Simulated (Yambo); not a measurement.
```xyz
3
Lattice="3.4811 -2.0057 -0.0098 3.4811 2.0057 -0.0098 -2.3052 0.0000 4.6354" Properties=species:S:1:pos:R:3 pbc="T T T"
Mg     2.3285     0.0000     2.3079
S      4.6506     0.0000     3.5583
S      0.0065     0.0000     1.0575
```

MgS2 (space group C2/m, No. 12) under isotropic strain of +2 % on all lattice vectors: mean Im ε in 1 eV windows above the direct gap of 2.28 eV, for different electron-hole kernels (Yambo, broadening 0.15 eV, PBEsol (pw.x of Quantum ESPRESSO, ONCV potentials, no spin-orbit coupling) bands; 6×6×4 mesh, 5 valence and 7 conduction bands, static screening with 33 bands and a 4 Ry block, scissor 1.45 eV, Tamm-Dancoff; field along x).

| window (eV) | independent quasiparticles | BSE |
|---|---|---|
| 2.3 to 3.3 | 2.7 | 2.3 |
| 3.3 to 4.3 | 0.9 | 0.6 |
| 4.3 to 5.3 | 0.7 | 1.8 |
| 5.3 to 6.3 | 1.8 | 4.3 |
| 6.3 to 7.3 | 4.5 | 6.2 |
| 7.3 to 8.3 | 5.9 | 6.7 |

This run doesn't resolve bound excitons or single peaks, so only averages are given, and they too depend on the mesh; weight that the attraction moves below the gap isn't listed. All transitions below 10.80 eV are in the band window. The scissor comes from a G0W0 run whose convergence isn't established.

Geometry strained from the cell relaxed with PBEsol, atoms relaxed again.

The structure is a Materials Project entry; no match was found in the copy of COD used, and its stability was not checked.
